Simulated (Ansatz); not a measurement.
Mo, buckled honeycomb layer, relaxed and computed with two functionals in Ansatz (plane waves, PAW).

```tsv
functional	a (Å)	thickness (Å)
PBE	[?]	[?]
r²SCAN+D4	3.085	1.61
```

Question: Some entries are withheld; supply them.

Answer: 
- PBE, a (Å): 3.106
- PBE, thickness (Å): 1.61

Began spin-polarised and lost the moments: Mo, buckled honeycomb layer with PBE; Mo, buckled honeycomb layer with r²SCAN+D4. All cells were relaxed under the symmetry of their starts (and spin orders); stability against distortions was not tested throughout. Scalar-relativistic: spin–orbit coupling is off unless named, which matters more the heavier the elements. Constructed layers (a layer type filled with these elements): Mo, buckled honeycomb layer; Mo, buckled honeycomb layer.

Potentials: the later of the program's two PAW sets.

Ansatz (a quantum-chemistry and plane-wave program) is a plane-wave DFT program.
